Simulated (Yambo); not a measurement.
A G0W0@PBEsol run in Yambo for K₂AgAlCl₆ (space group Fm-3m, No. 225) (2×2×2 Γ-centred k mesh, bands 5 to 372 and a 7 Ry block in the screening, 372 bands in G with the Bruneval-Gonze terminator, plasmon pole fitted at 27.2 eV) gives these matrix elements, in eV, at the band edges (Γ → Γ):

```tsv
state	E0	<Vxc>	<Σx>	<Σc(E0)>	Z
valence edge	0.000	-20.445	-25.457	3.313	0.800
conduction edge	2.087	-11.210	-6.701	-3.346	0.832
```

Q: Solve the linearised quasiparticle equation for both states, give the gap, and say how exchange and correlation each act on it.

A: E = E0 + Z(Σx + Σc − Vxc). Valence: 0.000 + 0.800 × (-25.457 + (3.313) − (-20.445)) = -1.36 eV. Conduction: 2.087 + 0.832 × (-6.701 + (-3.346) − (-11.210)) = 3.05 eV. The gap is 4.41 eV, against 2.09 eV in PBEsol. Replacing Vxc by bare exchange alone would open it by 9.52 eV; correlation takes back 6.66 eV of that, and Z scales what is left. Nearest settings tried, and what they do to the gap: 239 bands in W, 239 bands in G: +60 meV; 6 Ry block (459 vectors against 561): -18 meV. Not varied: mesh. So the settings aren't converged at that level. The k mesh is coarse. Spin-orbit splittings are left out.

Geometry of the Materials Project entry, not relaxed at this level; primitive cell a = 7.174 Å, b = 7.174 Å, c = 7.174 Å, α = 60.00°, β = 60.00°, γ = 60.00°.

The structure is a Materials Project entry; no match was found in the copy of COD used, and its stability was not checked.
